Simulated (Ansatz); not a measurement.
An Ansatz (a quantum-chemistry and plane-wave program) input:

Ansatz 0.2 input:
```yaml
crystal:
  lattice:
    - [0.0, 2.8329974723, 2.8329974723]
    - [2.8329974723, 0.0, 2.8329974723]
    - [2.8329974723, 2.8329974723, 0.0]
  atoms:
    - { symbol: Zn, position: [0.0, 0.0, 0.0] }
    - { symbol: Se, position: [0.25, 0.25, 0.25] }
kpoints:
  mp_grid: { grid: [7, 7, 7] }
  band_path:
    path:
      - [[0.0, 0.0, 0.0], [0.5, 0.0, 0.5], [0.625, 0.25, 0.625]]  # Γ-X-U
      - [[0.375, 0.375, 0.75], [0.0, 0.0, 0.0], [0.5, 0.5, 0.5], [0.5, 0.25, 0.75], [0.5, 0.0, 0.5]]  # K-Γ-L-W-X
      - [VBM, CBM]
    npoints: 12
hamiltonian:
  xc: r2scan
  pseudopotentials: { azcp: { folder: ./paw }, kind: paw_fr }
magnetization: { noncollinear: true, spin_orbit: true }
scf:
  n_extra_bands: 12
  convergence: { dr2_threshold: 0.0000000001 }
  occupations: { method: gaussian, width: 0.01 }
checkpoint: { write: soc.run }
output: { eigenvalues: true }
```

Problem. How many symmetry operations and irreducible k-points will the run report?

Solution. 24 operations, 20 of 343 k-points.

Problem. With a cutoff of 500 eV, how many plane waves at Γ?

Solution. 1139.

It took around 30 core-seconds (rough) on shared server cores.

Space group F-43m (zinc blende). The cell was relaxed with r²SCAN under the symmetry of its start; phonons on a q-mesh show no instability.

Potentials: the earlier of the program's two PAW sets.

Ansatz is a plane-wave DFT program.
